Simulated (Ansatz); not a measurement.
ZrPbO3:
```xyz
5
Lattice="0.0000 2.9471 -3.0120 0.0000 2.9471 3.0120 4.1338 0.0000 0.0000" Properties=species:S:1:pos:R:3 pbc="T T T"
Zr     2.0669     2.9471     0.0435
Pb     0.0000     2.9471     2.6989
O      2.0669     1.3806    -1.2269
O      2.0669     4.5137    -1.2269
O      0.0000     2.9471     0.3559
```

r²SCAN in the plane-wave PAW code Ansatz gives a gap of 3.12 eV without spin–orbit coupling, maximum at Z, minimum at S.

Task: What happens when spin–orbit coupling is switched on?

Result: The gap falls by 0.28 eV, to 2.84 eV; maximum on the Γ–Z line, 97 % of the way from Γ, minimum on the S–R line, 3 % of the way from S.

Space group Amm2. The first step of the workflow began from a Materials Project structure, measured or hypothetical; the Crystallography Open Database files this formula in space group No. 38, but the cells were not matched. Whether it is the stable phase at ambient conditions was not checked. Symmetry was held in the r²SCAN relaxation; its stability against distortions is not shown here. The run is not spin-polarised.

Potentials: the later of the program's two PAW sets.
